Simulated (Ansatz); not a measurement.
## Relaxation of Zn15S16

Method: DFT PBE, scalar-relativistic, plane waves, PAW in Ansatz 0.2.0. Run with 420 eV cutoff, 3×3×3 k-mesh, Gaussian smearing of 0.01 eV, collinear spin.

What was changed: Zn vacancy (site a), charge -1, atoms relaxed at the host's cell.

The starting moments weren't kept.

In a supercell of 31 atoms the defect feels its periodic images, and the cell reads as a metal on the mesh, so a level in the gap can't be told from a carrier in the bands.

Command:

```bash
ansatz run input.yaml --threads 4 --pin off --max-ram 8192MiB --backend cpu --events-out ev --progress --plain --runs-dir out
```

Input:

```yaml
crystal:
  lattice:
    - [-5.4423086076, 5.4423086076, -5.4423086076]
    - [5.4423086076, -5.4423086076, -5.4423086076]
    - [-5.4423086076, -5.4423086076, 5.4423086076]
  atoms:
    - { symbol: Zn, position: [0.2507710609, 0.2503097139, 0.4950754818] }
    - { symbol: Zn, position: [0.0005715754, 0.2502855702, 0.7506201097] }
    - { symbol: Zn, position: [0.7451299043, 0.000449048, 0.2505933748] }
    - { symbol: Zn, position: [0.7449030351, 0.2502956017, 0.0007191161] }
    - { symbol: Zn, position: [0.5006134493, 0.0004609737, 0.4951527556] }
    - { symbol: Zn, position: [0.2562523031, 0.0060042952, 0.7562898444] }
    - { symbol: Zn, position: [0.0006119046, 0.7503149952, 0.2506109183] }
    - { symbol: Zn, position: [1.0062363287, 1.0058632182, 1.0060843148] }
    - { symbol: Zn, position: [0.7503413224, 0.7446619292, 0.5003058518] }
    - { symbol: Zn, position: [0.5006160102, 0.7503265623, 0.7505933565] }
    - { symbol: Zn, position: [0.250660005, 0.4947282841, 0.2504953633] }
    - { symbol: Zn, position: [0.2560593505, 0.7559777236, 0.0060122089] }
    - { symbol: Zn, position: [-0.0049635394, 0.5000865442, 0.5004006958] }
    - { symbol: Zn, position: [0.7504339481, 0.5001172004, 0.7450628803] }
    - { symbol: Zn, position: [0.5005199713, 0.4945951562, 0.0005874355] }
    - { symbol: S, position: [0.5056187943, 0.0042524562, 0.2551058732], spin: 0.25 }
    - { symbol: S, position: [0.2511804151, 0.0008981757, 0.5007560515] }
    - { symbol: S, position: [0.0009933188, 0.0001271971, 0.7509834745] }
    - { symbol: S, position: [0.7499951745, 0.7498855884, 0.2505365211] }
    - { symbol: S, position: [0.7507420317, 0.0009139963, 0.0011514591] }
    - { symbol: S, position: [0.5005851053, 0.7498882704, 0.4999802217] }
    - { symbol: S, position: [0.2504481889, 0.75073138, 0.7509676373] }
    - { symbol: S, position: [0.0001699512, 0.4996977627, 0.250535645] }
    - { symbol: S, position: [0.0009944202, 0.7507201164, 0.000418357] }
    - { symbol: S, position: [0.7500208734, 0.4993691989, 0.5007308016], spin: 0.25 }
    - { symbol: S, position: [0.500562506, 0.4997314602, 0.7501597141] }
    - { symbol: S, position: [0.2519867534, 0.2516044523, 0.2481082695], spin: 0.25 }
    - { symbol: S, position: [0.2511363462, 0.5004389856, 0.0011046589] }
    - { symbol: S, position: [0.0002111196, 0.2502846445, 0.5000536776] }
    - { symbol: S, position: [0.7499891229, 0.2502733128, 0.7502243501] }
    - { symbol: S, position: [0.5007229205, 0.2490610318, 0.0047385079], spin: 0.25 }
  host:
    lattice:
      - [0.0, 2.7211543038, 2.7211543038]
      - [2.7211543038, 0.0, 2.7211543038]
      - [2.7211543038, 2.7211543038, 0.0]
    atoms:
      - { symbol: Zn, position: [0.0, 0.0, 0.0] }
      - { symbol: S, position: [0.75, 0.75, 0.75] }
total_charge: -1
basis:
  ecutwfc: 420
  xc_grid: 2
kpoints:
  mp_grid: { grid: [3, 3, 3], shift: [0.0, 0.0, 0.0] }
hamiltonian:
  xc: pbe
scf:
  occupations: { method: gaussian, width: 0.01 }
output:
  forces: true
  stress: false
  eigenvalues: true
  populations: true
  charged_corrections:
    defect_position: [0.5, 0.25, 0.25]
    epsilon: [[9.3731, 0.0, 0.0], [0.0, 9.3731, 0.0], [0.0, 0.0, 9.3731]]
  write_density: true
  write_potential: true
  elf: true
  volumetric_format: npy
magnetization:
  spin_polarized: true
relax:
  adjacent_minimum: "off"
  f_tol: 0.025
  max_steps: 45
```

F is the free energy.

Steps:

| step | F − F(1) (eV) | largest force component (eV/Å) |
| --- | --- | --- |
| 1 | 0.0000 | 0.377 |
| 2 | -0.0242 | 0.147 |
| 3 | -0.0297 | 0.050 |
| 4 | -0.0318 | 0.001 |

Relaxed structure:

```cif
data_structure
_symmetry_space_group_name_H-M 'P 1'
_symmetry_Int_Tables_number 1
_cell_length_a 9.4264
_cell_length_b 9.4264
_cell_length_c 9.4264
_cell_angle_alpha 109.471
_cell_angle_beta 109.471
_cell_angle_gamma 109.471
_cell_volume 644.78
loop_
_atom_site_label
_atom_site_type_symbol
_atom_site_fract_x
_atom_site_fract_y
_atom_site_fract_z
_atom_site_occupancy
Zn1 Zn 0.24966 0.25040 0.49281 1
Zn2 Zn 0.00080 0.25041 0.75079 1
Zn3 Zn 0.74286 0.99929 0.25079 1
Zn4 Zn 0.74282 0.25039 0.99966 1
Zn5 Zn 0.50079 0.99931 0.49286 1
Zn6 Zn 0.25870 0.00832 0.75759 1
Zn7 Zn 0.00078 0.75040 0.25079 1
Zn8 Zn 0.00760 0.00833 0.00870 1
Zn9 Zn 0.75186 0.74354 0.50187 1
Zn10 Zn 0.50078 0.75040 0.75079 1
Zn11 Zn 0.24966 0.49248 0.25078 1
Zn12 Zn 0.25874 0.75726 0.00874 1
Zn13 Zn 0.99395 0.50150 0.50188 1
Zn14 Zn 0.75188 0.50150 0.74396 1
Zn15 Zn 0.50077 0.49245 0.99965 1
S1 S 0.50081 0.00603 0.25081 1
S2 S 0.25133 0.00096 0.50051 1
S3 S 0.00158 0.00065 0.75158 1
S4 S 0.75022 0.74957 0.25078 1
S5 S 0.75052 0.00095 0.00133 1
S6 S 0.50078 0.74959 0.50024 1
S7 S 0.25103 0.75121 0.75160 1
S8 S 0.99995 0.49984 0.25078 1
S9 S 0.00160 0.75121 0.00104 1
S10 S 0.74516 0.49478 0.49518 1
S11 S 0.50077 0.49984 0.74996 1
S12 S 0.25639 0.25041 0.25076 1
S13 S 0.25134 0.50016 0.00134 1
S14 S 0.99998 0.25040 0.50023 1
S15 S 0.75024 0.25040 0.74998 1
S16 S 0.50076 0.25038 0.00639 1
```

The run converged. It took 11 min on 4 threads of Intel(R) Xeon(R) Processor @ 2.70GHz (shared host), peak memory 3.6 GiB.